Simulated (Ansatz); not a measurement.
CoPdN₂:
```xyz
4
Lattice="1.3736 0.7931 5.9756 -1.3736 0.7931 5.9756 0.0000 -1.5861 5.9756" Properties=species:S:1:pos:R:3 pbc="T T T"
Co     0.0000     0.0000     8.9634
Pd     0.0000     0.0000     0.0000
N      0.0000     0.0000    15.9764
N      0.0000     0.0000     1.9505
```

Relaxed with PBEsol. Special points in fractions of this cell's reciprocal vectors: Γ (0.000, 0.000, 0.000); T (0.500, 0.500, 0.500); H2 (0.822, 0.178, 0.500); H0 (0.500, -0.178, 0.178); L (0.500, 0.000, 0.000); S0 (0.339, -0.339, 0.000); S2 (0.661, 0.000, 0.339); F (0.500, 0.000, 0.500).

Task: List the band energies nearest the Fermi level at these points for the program Ansatz at the PBEsol level (PAW).

Result: In eV from the Fermi level; about four levels below and three above (degenerate sets whole), none deeper than 8.9 eV; points with the same levels are listed once.

| k | below | above |
|---|---|---|
| Γ | -1.84 -1.59 -1.59 -1.23 | 0.07 0.07 3.82 3.82 |
| T | -2.41 -2.41 -1.70 -1.70 -0.23 | 1.02 1.02 3.36 3.36 |
| H2 | -1.48 -1.05 -0.75 -0.17 | 1.42 2.62 3.18 |
| L | -0.98 -0.36 -0.34 -0.34 | 1.97 2.75 3.10 |
| S0 | -1.45 -1.06 -0.79 -0.11 | 1.38 2.67 3.11 |
| F | -1.77 -0.98 -0.34 -0.28 | 1.16 3.66 3.79 |

Space group R-3m. The start of the workflow was typed in or built on a structure type; neither database checked (COD, Materials Project) lists it. Its standing as an ambient phase is unchecked. The cell was relaxed with PBEsol under the symmetry of its start; its stability against distortions is not shown here. The workflow began spin-polarised and lost its moments. Its formation energy is positive at this level, so the cell may be metastable or incomplete. Spin–orbit coupling is left out wherever it is not named.

Potentials: the later of the program's two PAW sets.
